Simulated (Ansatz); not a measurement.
## Density of states of LuSi₂Rh₂

```
Lu Si Rh
1.0
    -2.00265    2.00265    4.92535
     2.00265   -2.00265    4.92535
     2.00265    2.00265   -4.92535
Lu Si Rh
1 2 2
Direct
  0.00000 0.00000 0.00000
  0.62038 0.62038 0.00000
  0.37962 0.37962 0.00000
  0.75000 0.25000 0.50000
  0.25000 0.75000 0.50000
```

The conventional cell has a = 4.005 Å, b = 4.005 Å, c = 9.851 Å, α = 90.00°, β = 90.00°, γ = 90.00°. Around Lu (atom 1) lie 8 Si at 3.07 Å and 8 Rh at 3.17 Å. Si (atom 2) is surrounded by 1 Si at 2.37 Å and 4 Rh at 2.38 Å. Rh (atom 4) has 4 Si at 2.38 Å as nearest neighbours.

The cell is the one relaxed in the Materials Project (mp-3108), not relaxed further here; entries there can be hypothetical.

Spin polarisation is left out, and whether a magnetic state lies lower isn't shown here.

No spin–orbit coupling, which matters for the heavy atoms here.

Method: Ansatz 0.2.0, DFT, PBEsol, all-electron LAPW, scalar-relativistic.

Settings: a Γ-centred 11×11×11 k mesh, Fermi–Dirac smearing of 0.08 eV, basis error target 0.5 meV/atom, no spin polarisation.

States per eV and cell, averaged over 0.4 eV, from -11.4 to 6.0 eV, with energies (bin centres) from the Fermi level; empty bins are left out. The partial columns, the largest 5 alone, are projections on Löwdin-orthogonalised atomic shells (those that the program's projection atoms carry: the occupied ones and, for some elements, an empty d or f shell; other empty shells have no column), summed over atoms of an element. Weights on diffuse s and p shells depend on that basis and aren't pure angular character.

| E (eV) | total | Rh 4d | Lu 4f | Si 3p | Lu 5d | Si 3s |
| --- | --- | --- | --- | --- | --- | --- |
| -11.3 | 0.03 | 0.00 | 0.00 | 0.00 | 0.00 | 0.01 |
| -10.9 | 0.33 | 0.00 | 0.00 | 0.01 | 0.00 | 0.14 |
| -10.5 | 0.63 | 0.02 | 0.00 | 0.04 | 0.02 | 0.29 |
| -10.1 | 1.16 | 0.07 | 0.00 | 0.08 | 0.06 | 0.63 |
| -9.7 | 2.86 | 0.30 | 0.00 | 0.17 | 0.31 | 1.75 |
| -9.3 | 0.13 | 0.01 | 0.00 | 0.02 | 0.01 | 0.04 |
| -8.9 | 0.38 | 0.04 | 0.00 | 0.06 | 0.03 | 0.14 |
| -8.5 | 0.78 | 0.13 | 0.00 | 0.12 | 0.08 | 0.31 |
| -8.1 | 1.86 | 0.42 | 0.00 | 0.25 | 0.18 | 0.78 |
| -7.7 | 1.63 | 0.46 | 0.01 | 0.20 | 0.11 | 0.75 |
| -7.3 | 0.21 | 0.07 | 0.00 | 0.02 | 0.00 | 0.11 |
| -6.5 | 0.22 | 0.11 | 0.00 | 0.08 | 0.01 | 0.00 |
| -6.1 | 2.37 | 0.91 | 0.03 | 0.92 | 0.11 | 0.03 |
| -5.7 | 3.18 | 1.26 | 0.10 | 1.15 | 0.15 | 0.05 |
| -5.3 | 4.15 | 1.72 | 0.94 | 1.05 | 0.12 | 0.03 |
| -4.9 | 36.16 | 2.10 | 32.89 | 0.84 | 0.14 | 0.03 |
| -4.5 | 4.85 | 2.72 | 0.63 | 1.12 | 0.20 | 0.01 |
| -4.1 | 7.20 | 4.78 | 0.16 | 1.36 | 0.46 | 0.11 |
| -3.7 | 6.51 | 4.45 | 0.09 | 1.19 | 0.35 | 0.13 |
| -3.3 | 5.24 | 3.72 | 0.04 | 0.88 | 0.32 | 0.05 |
| -2.9 | 4.63 | 3.32 | 0.03 | 0.78 | 0.27 | 0.05 |
| -2.5 | 6.12 | 4.85 | 0.02 | 0.69 | 0.26 | 0.07 |
| -2.1 | 5.52 | 4.48 | 0.02 | 0.57 | 0.17 | 0.07 |
| -1.7 | 3.05 | 2.17 | 0.01 | 0.48 | 0.16 | 0.07 |
| -1.3 | 3.03 | 1.61 | 0.00 | 0.57 | 0.55 | 0.09 |
| -0.9 | 2.09 | 0.85 | 0.00 | 0.51 | 0.48 | 0.06 |
| -0.5 | 1.78 | 0.64 | 0.00 | 0.39 | 0.50 | 0.06 |
| -0.1 | 2.03 | 0.76 | 0.00 | 0.46 | 0.59 | 0.05 |
| 0.3 | 2.16 | 0.99 | 0.00 | 0.47 | 0.52 | 0.03 |
| 0.7 | 2.65 | 1.22 | 0.00 | 0.58 | 0.62 | 0.04 |
| 1.1 | 2.51 | 1.05 | 0.00 | 0.53 | 0.69 | 0.06 |
| 1.5 | 1.84 | 0.52 | 0.00 | 0.41 | 0.69 | 0.05 |
| 1.9 | 1.26 | 0.29 | 0.00 | 0.26 | 0.59 | 0.03 |
| 2.3 | 1.60 | 0.24 | 0.00 | 0.27 | 0.84 | 0.05 |
| 2.7 | 1.14 | 0.13 | 0.00 | 0.17 | 0.62 | 0.06 |
| 3.1 | 2.81 | 0.28 | 0.00 | 0.34 | 1.36 | 0.31 |
| 3.5 | 2.99 | 0.22 | 0.00 | 0.30 | 1.42 | 0.29 |
| 3.9 | 3.60 | 0.31 | 0.00 | 0.48 | 1.59 | 0.44 |
| 4.3 | 4.24 | 0.38 | 0.00 | 0.65 | 2.05 | 0.51 |
| 4.7 | 4.15 | 0.35 | 0.00 | 0.74 | 1.95 | 0.48 |
| 5.1 | 2.54 | 0.23 | 0.00 | 0.56 | 0.87 | 0.26 |
| 5.5 | 4.24 | 0.32 | 0.00 | 1.35 | 1.16 | 0.21 |
| 5.9 | 4.17 | 0.25 | 0.00 | 1.29 | 1.05 | 0.23 |

Task: Which of the resolved shells contributes most within 0.3 eV of the Fermi level?

Result: Rh 4d, with 42 % of all states there; Lu 5d follows with 26 %.

Task: Where is the centre of the filled Rh 4d states between -14 eV and the top of the filled states?

Result: -3.48 eV from the Fermi level.
